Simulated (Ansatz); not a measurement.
## PtF, a known structure type with other elements, at an estimated volume

```
F Pt
1.0
     3.40653    0.00000    0.00000
    -1.70326    2.95014    0.00000
     0.00000    0.00000    4.67438
F Pt
2 2
Direct
  0.33330 0.66670 0.25000
  0.66660 0.33330 0.75000
  0.00000 0.00000 0.00000
  0.00000 0.00000 0.50000
```

Level: r2SCAN, no spin polarisation; 500 eV; 11×11×7 Γ-centred mesh; fermi-dirac occupations (width 0.1 eV); Ansatz 0.2.0, fixed geometry.

(1) What does the stress say?

(2) What is the formation energy?

(3) Metal or insulator?

(4) Give the Bader charges.

(5) Describe some of the short contacts.

Origin: a known structure type with other elements, at an estimated volume, so it need not be a known compound. Caveats: many states at the Fermi level without spin polarisation, so a magnetic state may lie lower; atoms or cell far from equilibrium.

## Answers

(1) The pressure is 58.2 GPa (compression positive), so with the atoms held at these fractions the cell would first expand. The principal stresses 49.7, 49.7, 75.3 GPa differ, so its shape would change too.

(2) 0.83 eV an atom against the elements' usual phases (free molecules for gases, crystals otherwise, with no correction for O₂ or N₂), so at this geometry it isn't bound against them. Relaxing would lower it.

(3) It is a metal, with about 4.9 states/eV a cell as the mean within 0.25 eV of the Fermi level, mostly Pt d (84 %) and F p (12 %).

(4) Bader charges in e: Pt +0.64, F -0.64. In the mean Pt gives up most and F takes most.

(5) F–Pt at 2.29 Å: least valence density 0.41 e/Å³ and ELF 0.11 there. Pt–Pt at 2.34 Å: least valence density 0.84 e/Å³ and ELF 0.29 there. These are pseudo-fields; inside the PAW spheres they differ from the all-electron ones.
